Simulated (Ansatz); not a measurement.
AlAs (zinc blende)

```
AlAs
1.0
    0.00000     2.83733     2.83733
    2.83733     0.00000     2.83733
    2.83733     2.83733     0.00000
As Al
1 1
Cartesian
  4.25600   4.25600   4.25600
  0.00000   0.00000   0.00000
```

This relaxed cell (volume V₀) is scaled evenly in all directions, its shape held. Symmetry pins the atoms to their sites.

All values below come from PBEsol (plane waves to 420 eV, PAW, scalar-relativistic; Ansatz, a program for electronic structure). k mesh 10×10×10 (Γ-centred), Fermi-Dirac smearing 0.05 eV. Compression counts positive. AlAs was relaxed with its symmetry unable to fall.

At one point of the scan the stress tensor (GPa) is:

```
   -3.4      0.0      0.0
    0.0     -3.4      0.0
    0.0      0.0     -3.4
```

Question: Which point is it?
A. V/V₀ = 1.053
B. V/V₀ = 1.160
C. V/V₀ = 1.133
D. V/V₀ = 1.080

Answer: A, V/V₀ = 1.053

(A scan under strain: stresses follow from slopes of the energy per volume, elastic moduli from its curvatures.)
